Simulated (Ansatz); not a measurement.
**Where the states of Li lie**

```xyz
3
Lattice="1.5505 0.8952 7.5883 -1.5505 0.8952 7.5883 0.0000 -1.7904 7.5883" Properties=species:S:1:pos:R:3 pbc="T T T"
Li    0.0000    0.0000    0.0000
Li    0.0000    0.0000    5.0538
Li    0.0000    0.0000   17.7111
```

The structure is an experimental refinement, used without relaxation.

All numbers below come from DFT, LDA, all-electron LAPW, scalar-relativistic (Ansatz 0.2.0).

Numerical set-up: a Γ-centred 12×12×12 k mesh, Fermi–Dirac smearing of 0.08 eV, basis error target 1 meV/atom, no spin polarisation.

States per eV and cell, averaged over 0.6 eV, from -3.4 to 2.4 eV, with energies (bin centres) from the Fermi level; empty bins are left out. 

| E (eV) | total |
| --- | --- |
| -3.2 | 0.28 |
| -2.6 | 0.60 |
| -2.0 | 0.80 |
| -1.4 | 0.97 |
| -0.8 | 1.14 |
| -0.2 | 1.47 |
| 0.4 | 1.48 |
| 1.0 | 1.31 |
| 1.6 | 1.21 |
| 2.2 | 0.71 |
